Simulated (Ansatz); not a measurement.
**Ag$_{3}$TeS single point**

input.yaml (Ansatz 0.2.0)

```yaml
crystal:
  lattice:
    - [4.705086, 0.0, 0.0]
    - [0.0, 4.705086, 0.0]
    - [0.0, 0.0, 4.705086]
  atoms:
    - { symbol: Ag, position: [0.515, 0.399, 0.016] }
    - { symbol: Ag, position: [0.016, 0.515, 0.399] }
    - { symbol: Ag, position: [0.399, 0.016, 0.515] }
    - { symbol: Te, position: [0.0, 0.0, 0.0] }
    - { symbol: S, position: [0.536, 0.536, 0.536] }
  symmetry: { tolerance: 0.0003 }
kpoints:
  mp_grid: { grid: [7, 7, 7], shift: [0, 0, 0] }
  band_path:
    path:
      - [0.0, 0.0, 0.0]
      - [0.5, 0.5, 0.5]
      - [0.5, 0.5, 0.5]
      - [0.5, -0.5, 0.5]
      - [0.5, 0.0, 0.0]
      - [0.0, 0.0, 0.0]
      - [0.5, -0.5, 0.0]
      - [0.5, 0.0, 0.5]
      - [0.5, 0.0, 0.5]
      - [0.0, 0.0, 0.0]
    npoints: 6
magnetization:
  spin_polarized: false
scf:
  occupations: { method: fermi_dirac, width: 0.0138 }
  lower_state_search: "off"
  max_iter: 200
hamiltonian:
  pseudopotentials: { kind: paw }
  xc: pbe
basis:
  ecutwfc: 420
  fft_grid_basis: typed
output:
  forces: true
  stress: true
  eigenvalues: true
  bader: true
  populations: true
  elf: true
  write_potential: true
  volumetric_format: npy
  dos:
    e_range: [-12, 8]
    de: 0.05
    projected: { site_lists: { Ag: [Ag], S: [S], Te: [Te] } }
checkpoint:
  read: saved_state
```

The saved state is an earlier solution for the same cell, perhaps on another mesh. 

Output (shortened):

```
Free energy (F): -30652.9863 eV
Harris-Foulkes:  -30652.9863 eV  (|F-HF|=1.12e-8)
Internal energy: -30652.9838 eV  (E = F + TS)
E sigma→0 (E₀):  -30652.9850 eV
Entropy (-TS):   -0.0025 eV (-0.509 meV/atom)
Fermi energy:    12.3616 eV
--- Per-component energies (eV) ---
  E_band       = -1136.5397
  E_kinetic    = 1873.5550
  E_local      = -9517.8812  (includes V_loc(G=0)·N_el)
  E_nonlocal   = -38.3723
  E_hartree    = 4532.5424
  E_xc         = -776.0861
  E_vxc        = -896.4731  (∫ρ·V_xc dr)
  E_paw        = -16971.0015  (= ΣΔE_a)
  E_vpaw       = -1622.4553  (= ΣTr[D̂ρ^β])
  E_aug_tail   = 0.0007  (compensation charges beyond the density's cutoff)
  E_ewald      = -9755.7408
  E_smearing   = -0.0025  (= −TS)
--- Stress (GPa, compression-positive) ---
        7.7230      -0.4550      -0.4550
       -0.4550       7.7230      -0.4550
       -0.4550      -0.4550       7.7230
  P = ⅓ Tr σ = 7.7230 GPa (77.230 kbar)
--- Löwdin populations: 5 sites ---
  site symbol       q [e]
     0     Ag     18.4672
     1     Ag     18.4672
     2     Ag     18.4672
     3     Te     16.5358
     4      S      6.6190
  spilling = 0.0056 (of n_electrons = 79.0000)
--- Bader charges: 5 sites ---
  site symbol  charge [e]  shift [e]
     0     Ag      0.2748     0.0025
     1     Ag      0.2748     0.0025
     2     Ag      0.2748     0.0025
     3     Te     -0.2549     0.0000
     4      S     -0.5696     0.0076
```

Origin: a known structure type with other elements, at an estimated volume, so it need not be a known compound. Caveats: many states at the Fermi level without spin polarisation, so a magnetic state may lie lower.
